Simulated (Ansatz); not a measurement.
Input and command of a plane-wave DFT calculation in Ansatz:

```yaml
crystal:
  lattice:
    - [0.0, 2.705716, 2.705716]
    - [2.705716, 0.0, 2.705716]
    - [2.705716, 2.705716, 0.0]
  atoms:
    - { symbol: Mg, position: [0.0, 0.0, 0.0] }
    - { symbol: S, position: [0.5, 0.5, 0.5] }
basis:
  ecutwfc: 420
kpoints:
  mp_grid: { grid: [8, 8, 8] }
hamiltonian:
  xc: pbesol
scf:
  occupations: { method: gaussian, width: 0.05 }
output:
  forces: true
  stress: true
  eigenvalues: true
```

```bash
ansatz run input.yaml --threads 1 --pin off --max-ram 2560MiB --backend cpu --events-out ev --progress --plain --runs-dir out
```

Processor: Arm Neoverse V2, 1 thread, on a host shared with other jobs.

How long does it run, and how much memory does it take?

About 0.96 s on 1 thread of Arm Neoverse V2, on a shared host, peak memory 0.27 GiB. It solves 12 bands at 29 k points (the mesh reduced by symmetry) with about 749 plane waves, in 6 SCF iterations.
